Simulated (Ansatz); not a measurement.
Polymorphs of BN, each relaxed with the program Ansatz at the HSE06 level (PAW):

A: wurtzite (P6_3mc)
a = 2.535 Å, b = 2.535 Å, c = 4.190 Å, α = 90.00°, β = 90.00°, γ = 120.00°

```json
[
 {"atom": "B", "site": "2b", "symmetry": "3m.", "x": "0.3333", "y": "0.6667", "z": "0.4998"},
 {"atom": "N", "site": "2b", "symmetry": "3m.", "x": "0.3333", "y": "0.6667", "z": "0.1252"}
]
```

B: zinc blende (F-43m)
a = b = c = 3.5958 Å, α = β = γ = 90.00°

```tsv
atom	site	symmetry	x	y	z
B	4a	-43m	0.0000	0.0000	0.0000
N	4d	-43m	0.7500	0.7500	0.7500
```

**Question.** Rank these by energy per atom at 0 K (lowest first), as HSE06 gives it.

**Answer.** B (+0 meV/atom), A (+18 meV/atom)

**Question.** Give each one's gap.

**Answer.** A 6.51 eV; B 5.80 eV.

All cells were relaxed under the symmetry of their starts (and spin orders); stability against distortions was not tested throughout.

Potentials: the earlier of the program's two PAW sets. The files were generated under PBE; for other functionals the program regenerates the frozen cores, and for LDA and PBEsol the local potential too.
